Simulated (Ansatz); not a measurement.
Level of theory: DFT, PBEsol, scalar-relativistic, no spin polarisation; plane waves to 420 eV with PAW datasets (Ansatz 0.2.0), Γ-centred 8×8×8 mesh, 0.05 eV Gaussian smearing; PAW files: Ansatz's generated set soft_2.

A compound YbX3 has these computed properties.

| Property | Result |
| --- | --- |
| Space group | Pm-3m (No. 221) |
| Conventional cell | a = 3.963 Å, b = 3.963 Å, c = 3.963 Å, α = 90.00°, β = 90.00°, γ = 90.00° |
| Volume | 15.56 Å³/atom |
| Band gap | zero (metallic) |
| Density of states at the Fermi level | 1.4 states/(eV·atom) |
| f electrons (orthogonalised atomic orbitals) | Yb 13.42 |
| Formation energy from the elements (0 K, uncorrected) | 0.47 eV/atom (unstable against the elements) |
| Bulk modulus (Birch–Murnaghan) | 260 GPa |
| Pressure derivative B0′ | 4.7 |

Sites: Yb on 1a, X on 3c.

Which element is X?
A. Pt
B. Ir
C. Re
D. Os

D. X is Os, so the compound is YbOs3.

The start was a prototype's sites filled with these elements, not a measured cell.

Without a U the 4f levels of Yb lie too near the Fermi level, so their share of the states there, and what hangs on it, is overstated. Spin–orbit coupling, which matters for such heavy elements, is left out. Spin polarisation wasn't allowed in this run, so with an open shell this may not be the ground state.
